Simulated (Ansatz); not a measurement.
All numbers below come from DFT PBE, scalar-relativistic, plane waves, PAW in Ansatz 0.2.0. All cells share a 420 eV cutoff and Γ-centred k meshes spaced about 0.3 Å⁻¹ or finer (0.25 for metals, 2π included). These runs have no spin polarisation.

These are static total energies at zero pressure.

Two relaxed structures of MnB6:

1.

```
CELL_PARAMETERS angstrom
2.54177 -2.92261 0.00000
2.54177 2.92261 0.00000
0.00000 0.00000 3.61997
ATOMIC_POSITIONS crystal
Mn 0.00000 0.00000 0.00000
B 0.50000 0.00000 0.25384
B 0.00000 0.50000 0.74616
B 0.50000 0.00000 0.74616
B 0.00000 0.50000 0.25384
B 0.80153 0.80153 0.50000
B 0.19847 0.19847 0.50000
```

2.

```
CELL_PARAMETERS angstrom
4.60268 0.00000 0.00000
-2.30134 3.98604 0.00000
0.00000 0.00000 2.74447
ATOMIC_POSITIONS crystal
Mn 0.00000 0.00000 0.00000
B 0.85217 0.57778 0.50000
B 0.42222 0.27439 0.50000
B 0.72561 0.14783 0.50000
B 0.14783 0.42222 0.50000
B 0.57778 0.72561 0.50000
B 0.27439 0.85217 0.50000
```

**Question.** Which would you expect to be lower, and how large is the difference?

**Answer.** Cell 1 is lower, by 125 meV/atom. Cell 1 has space group Cmmm (No. 65), 7.7 Å³/atom and no gap on its mesh; cell 2 has space group P6/m (No. 175), 7.2 Å³/atom and no gap. Counting B atoms around Mn (those within 1.25 times the shortest such distance or 1.15 times the sum of covalent radii, 1.27 where that leaves under three), cell 1 and cell 2 both have Mn 12. Cell 1 and cell 2 both hold B–B nets. The lower one is the more open, so pressure narrows the difference. Both come from trial cells of a structure search, whose lowest cell (C2/m, 7.4 Å³/atom) lies 38 meV/atom below the lower of the two.

Trial moments fell under 0.15 μB along the way in Cmmm and P6/m; another start might hold them. With atoms moved at random, cell 1 (by 38 meV/atom) fell into a lower structure. Cell 2 had no clear such test and can be a saddle point. Some candidate types were left out of the draw beforehand, so a known form may be missing.
